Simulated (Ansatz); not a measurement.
**CuTe in the zincblende structure**

Level of theory: DFT, PBEsol, scalar-relativistic, collinear spin; plane waves to 420 eV with PAW datasets (Ansatz 0.2.0), Γ-centred 8×8×8 mesh, 0.05 eV Gaussian smearing. The datasets are Ansatz's generated set soft_2.

```cif
data_structure
_symmetry_space_group_name_H-M 'F-43m'
_symmetry_Int_Tables_number 216
_cell_length_a 5.7846
_cell_length_b 5.7846
_cell_length_c 5.7846
_cell_angle_alpha 90.000
_cell_angle_beta 90.000
_cell_angle_gamma 90.000
_cell_volume 193.56
loop_
_atom_site_label
_atom_site_type_symbol
_atom_site_symmetry_multiplicity
_atom_site_Wyckoff_symbol
_atom_site_fract_x
_atom_site_fract_y
_atom_site_fract_z
_atom_site_occupancy
Cu1 Cu 4 a 0.00000 0.00000 0.00000 1
Te1 Te 4 d 0.25000 0.25000 0.75000 1
```

The start was a prototype's sites filled with these elements. The Crystallography Open Database lists the compound in space group Pmmn, so this is a trial structure.

Magnetic state: non-magnetic, site spin moments none.

The cell above was scaled in volume, its shape and atoms being fixed by the lattice's symmetry. Energies are counted from the cell above.

```csv
V (Å³/atom),ΔE (meV/atom),P from the stress (GPa)
23.228,8.69,3.00
23.711,2.08,1.41
24.195,0.00,-0.01
24.679,1.98,-1.27
25.163,7.55,-2.40
```

Question: Do the energies and the pressures agree? Compare −ΔE/ΔV between neighbouring points (1 meV/Å³ = 0.1602 GPa) with the mean of their pressures.

Answer: 
| interval (Å³/atom) | −ΔE/ΔV (GPa) | mean P (GPa) |
| --- | --- | --- |
| 23.23 to 23.71 | 2.2 | 2.2 |
| 23.71 to 24.20 | 0.7 | 0.7 |
| 24.20 to 24.68 | -0.7 | -0.6 |
| 24.68 to 25.16 | -1.8 | -1.8 |
They differ by 0.02 GPa at most.

Question: What do the two routes give for V0, B0 and B0′?

Answer: A third-order Birch–Murnaghan fit of the energies: V0 = 24.19 Å³/atom, B0 = 67 GPa, B0′ = 4.8. A polynomial of P in ln V, with B = −dP/d ln V at P = 0: V0 = 24.19 Å³/atom, B0 = 67 GPa, B0′ = 4.9.

B0·V0 = 66.9 GPa × 24.19 Å³ = 10.10 eV/atom sets the scale: near the minimum ΔE ≈ ½ B0 V0 x², with x = V/V0 − 1, and a pressure of 0.7 GPa squeezes the volume by about 1 %. At the ends of the curve: x = −4.0 % predicts 8.0 meV/atom and the run gives 8.7; x = +4.0 % predicts 8.1 meV/atom and the run gives 7.5. The curve is steeper than the parabola on the compressed side and flatter on the expanded side: the bulk modulus rises with pressure.

These numbers lack spin–orbit coupling. The starting moments died out; a magnetic state reached from other starts isn't excluded. The run is a metal.
